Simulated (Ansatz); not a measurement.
Given:

Relaxed Sb (space group R-3m):

```yaml
crystal:
  lattice:
    - [4.37432, 2.52551, 7.69342]
    - [0.00000, 2.52551, 7.69342]
    - [0.00000, -2.52551, 3.84671]
  atoms:
    - { symbol: Sb, position: [0.00000, 0.26727, 0.26727] }
    - { symbol: Sb, position: [0.50000, 0.26727, 0.26727] }
    - { symbol: Sb, position: [0.00000, 0.73273, 0.73273] }
    - { symbol: Sb, position: [0.50000, 0.73273, 0.73273] }
```

The atoms are displaced by Q × the pattern below (from a DFPT mode at F = (0.5, 0.5, 0.0), largest move 1; Q in Å), at fixed cell. (q is in reciprocal vectors of the primitive cell; the cell shown is doubled to hold the pattern.)

| atom | x | y | z |
|---|---|---|---|
| Sb1 | 0.000 | 0.610 | -0.792 |
| Sb2 | 0.000 | -0.610 | 0.792 |
| Sb3 | 0.000 | 0.610 | -0.792 |
| Sb4 | 0.000 | -0.610 | 0.792 |

Level of theory: PBE (plane waves to 420 eV, PAW, scalar-relativistic; Ansatz, a program for electronic structure). k mesh 13×13×13 (Γ-centred), Fermi-Dirac smearing 0.05 eV. E stands for the smeared free energy. With partly filled bands, energies and forces of such displacements shift with the k mesh and the smearing. Sb was relaxed with its symmetry unable to fall. Spin-orbit coupling is left out, though Sb is heavy. ΔE is measured from the undisplaced structure.

The scan covers Q from -0.280 to 0.280 Å in 13 points.

Problem. Is this a single well or a double well?

Solution. A single well with its minimum at or next to zero displacement.

Problem. Which space group does the distorted structure have?

Solution. P2_1/m (No. 11), lowered from R-3m.

Problem. What is the energy change at Q = 0.280 Å?

Solution. 1048 meV/cell.

Problem. What harmonic wavenumber does the curvature at Q = 0 give?

Solution. 134 cm⁻¹.

(A displaced cell: forces are minus the slopes of the energy, force constants its curvatures, and phonons follow from these.)
